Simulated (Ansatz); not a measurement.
MoTe$_{2}$ (2H-MoS2 type, space group P6_3/mmc)

```
MoTe2
1.0
    3.54193     0.00000     0.00000
   -1.77097     3.06740     0.00000
    0.00000     0.00000    14.18201
Mo Te
2 4
Direct
  0.33333   0.66667   0.75000
  0.66667   0.33333   0.25000
  0.33333   0.66667   0.12347
  0.66667   0.33333   0.62347
  0.66667   0.33333   0.87653
  0.33333   0.66667   0.37653
```

In each cell atom 5 (Te, nearest neighbour Mo at 2.721 Å; its periodic images, 3.5 Å or more away, move with it) moves by s·(0.577, 0.577, 0.577) (along Cartesian [111]), the rest being held.

Computed with r2SCAN+rVV10 (plane waves to 500 eV, PAW, scalar-relativistic; Ansatz, an electronic-structure program). k mesh 9×9×2 (Γ-centred), Fermi-Dirac smearing 0.05 eV. Energies are smeared free energies. Left out: 1 of 11 points, with atoms too close for the PAW data. As the smearing reaches across the gap at some points, energies and forces of such displacements shift with the k mesh and the smearing. F∥ is the force on the atom along that direction. MoTe2 is run without spin polarisation. MoTe2 was relaxed with its symmetry unable to fall. Spin-orbit coupling is left out, though Te is heavy. The PAW data are Ansatz's earlier set. ΔE is measured from the undisplaced structure.

### Question
Estimate the ΔE (eV/cell) and F∥ (eV/Å) for s (Å) = -0.492, 0.164, 0.328, 0.656, 0.820.

### Answer
| s (Å) | ΔE (eV/cell) | F∥ (eV/Å) |
|---|---|---|
| -0.492 | 1.523 | 7.062 |
| 0.164 | 0.105 | -1.197 |
| 0.328 | 0.367 | -1.918 |
| 0.656 | 1.091 | -2.301 |
| 0.820 | 1.457 | -2.145 |

(For displaced atoms, the force is minus the slope of the energy, and its curvature is a force constant, which sets phonon frequencies.)
